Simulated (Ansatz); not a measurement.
**Fields on a plane of LaTiO3 (cubic perovskite)**

```yaml
crystal:
  lattice:
    - [3.87216, 0.00000, 0.00000]
    - [0.00000, 3.87216, 0.00000]
    - [0.00000, 0.00000, 3.87216]
  atoms:
    - { symbol: La, position: [0.00000, 0.00000, 0.00000] }
    - { symbol: Ti, position: [0.50000, 0.50000, 0.50000] }
    - { symbol: O, position: [0.00000, 0.50000, 0.50000] }
    - { symbol: O, position: [0.50000, 0.00000, 0.50000] }
    - { symbol: O, position: [0.50000, 0.50000, 0.00000] }
```

The slice is a {110} plane (indices of the conventional cell) through the point (0.000, 0.000, 0.000) (fractional), spanned by u = [100] and v = [011] in vectors of this cell: u (3.87 Å) and v (5.48 Å, at 90° to u). It covers one period; positions are fractions (u, v).

Atoms on it: La at (0.00, 0.00); Ti at (0.50, 0.50); O at (0.00, 0.50).

Computed with LDA (plane waves to 420 eV, PAW, scalar-relativistic; Ansatz, a program for electronic structure). k mesh 12×12×12. These are valence fields of a PAW run, semicore shells included where kept as valence: close to a nucleus they are smooth pseudo fields. LaTiO3 is run without spin polarisation and with no Hubbard U. LaTiO3 was relaxed with its symmetry unable to fall. This is one of several known forms of LaTiO3; the measured ambient cells at hand have space group No. 62.

```
|**********++==--::..        ..::--==++********|
|**********++==--::..        ..::--==++********|
|********++++==::....        ....::==++++******|
|******++++==--::................::--==++++****|
|++++++++==--::::................::::--==++++++|
|========--::::....................::::--======|
|------::::............::::............::::----|
|::::::::..........::::::::::::..........::::::|
|::::::::..........::::::::::::..........::::::|
|------::::....::::::--------::::::....::::----|
|======----::::::----========----::::::----====|
|**++++==--------==++**####**++==--------==++++|
|####**++====--==++##%%%%%%%%##++==--====++**##|
|%%%%##**++====++##%%@@@@@@@@%%##++====++**##%%|
|@@@@%%##**++==**##@@@@@@@@@@@@##**==++**##%%@@|
|@@@@%%##**++++**%%@@@@@@@@@@@@%%**++++**##%%@@|
|@@@@%%##**++==**##@@@@@@@@@@@@##**==++**##%%@@|
|%%%%##**++====++##%%@@@@@@@@%%##++====++**##%%|
|####**++====--==++##%%%%%%%%##++==--====++**##|
|**++++==--------==++**####**++==--------==++++|
|======----::::::----========----::::::----====|
|------::::....::::::--------::::::....::::----|
|::::::::..........::::::::::::..........::::::|
|::::::::..........::::::::::::..........::::::|
|------::::............::::............::::----|
|========--::::....................::::--======|
|++++++++==--::::................::::--==++++++|
|******++++==--::................::--==++++****|
|********++++==::....        ....::==++++******|
|**********++==--::..        ..::--==++********|
|**********++==--::..        ..::--==++********|
|**********++==--::..        ..::--==++********|
```
Scale: ten equal steps from -1.27 (start of ' ') to 1.00 (end of '@'), in the order ' .:-=+*#%@'. Values: log₁₀ of the valence density in e/Å³. The map has 23 points along u (two characters each, u = 0 at the left) and 32 along v (v = 0 in the bottom row). The scale is logarithmic, as a density can span decades between atoms and voids.

```
|xxxxxx##@@@@@@**::            ::**@@@@@@##xxxx|
|xxxx**%%@@@@%%==..            ..==%%@@@@%%**xx|
|####%%@@@@@@**::                ::**@@@@@@%%##|
|@@@@@@@@@@##==..                ..==##@@@@@@@@|
|@@@@@@@@##==::                    ::==##@@@@@@|
|%%%%##**==..                        ..==**##%%|
|====--::..                            ..::--==|
|......                                    ....|
|......                                    ....|
|====--::....                        ....::--==|
|%%%%##**==..      ..::::::::..      ..==**##%%|
|@@@@@@%%**::    ::==++****++==::    ::**%%@@@@|
|@@@@@@@@##--....==############==....--##@@@@@@|
|xxxx@@@@%%==..::**##**xxxx**##**::..==%%@@@@xx|
|xxxxxx@@@@==..--****xxxxxxxx****--..==@@@@xxxx|
|xxxxxx@@@@==..--##**xxxxxxxx**##--..==@@@@xxxx|
|xxxxxx@@@@==..--****xxxxxxxx****--..==@@@@xxxx|
|xxxx@@@@%%==..::**##**xxxx**##**::..==%%@@@@xx|
|@@@@@@@@##--....==############==....--##@@@@@@|
|@@@@@@%%**::    ::==++****++==::    ::**%%@@@@|
|%%%%##**==..      ..::::::::..      ..==**##%%|
|====--::....                        ....::--==|
|......                                    ....|
|......                                    ....|
|====--::..                            ..::--==|
|%%%%##**==..                        ..==**##%%|
|@@@@@@@@##==::                    ::==##@@@@@@|
|@@@@@@@@@@##==..                ..==##@@@@@@@@|
|####%%@@@@@@**::                ::**@@@@@@%%##|
|xxxx**%%@@@@%%==..            ..==%%@@@@%%**xx|
|xxxxxx##@@@@@@**::            ::**@@@@@@##xxxx|
|xxxxxx##@@@@@@**::            ::**@@@@@@##xxxx|
```
Scale: ten equal steps from 0.02 (start of ' ') to 0.85 (end of '@'), in the order ' .:-=+*#%@'. Values: electron localisation function (ELF). The map has 23 points along u (two characters each, u = 0 at the left) and 32 along v (v = 0 in the bottom row). Points within 0.4 Å of a nucleus are blanked (x), as the pseudised field means little there.

- Density on the Ti–O line (1.94 Å) at its midpoint: 0.71 e/Å³
- ELF at that point: 0.2
